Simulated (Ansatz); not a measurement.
Here is the system:

Relaxed CeO$_{2}$ (fluorite):

```xyz
3
Lattice="0.0000 2.7187 2.7187 2.7187 0.0000 2.7187 2.7187 2.7187 0.0000" Properties=species:S:1:pos:R:3 pbc="T T T"
Ce     0.0000     0.0000     0.0000
O      1.3593     1.3593     1.3593
O      4.0780     4.0780     4.0780
```

In this cell atom 1 (Ce, nearest neighbour O at 2.354 Å; its periodic images, 3.8 Å or more away, move with it) is moved by s along Cartesian [111], unit vector (0.577, 0.577, 0.577); all other atoms and the cell stay fixed.

All values below come from r2SCAN (plane waves to 500 eV, PAW, scalar-relativistic; Ansatz, an electronic-structure program). k mesh 9×9×9 (Γ-centred), Fermi-Dirac smearing 0.05 eV. The energy includes the smearing's −TS. Left out: 4 of 11 points, with atoms too close for the PAW data. CeO2 is run without spin polarisation. CeO2 was relaxed with its symmetry unable to fall. The filling of the f shell was not checked against other fillings, so treat energies with care. ΔE is measured from the undisplaced structure.

The scan covers s from -0.282 to 0.282 Å in 7 points.

Problem. Is the energy the same for equal positive and negative displacements?

Solution. Even: the same for both signs. With its periodic images moving along, the atom's site symmetry in this cell is m-3m.

Problem. What is the force constant k = d²E/ds² of this move at s = 0?

Solution. 6.83 eV/Å².

(A displaced cell: forces are minus the slopes of the energy, force constants its curvatures, and phonons follow from these.)
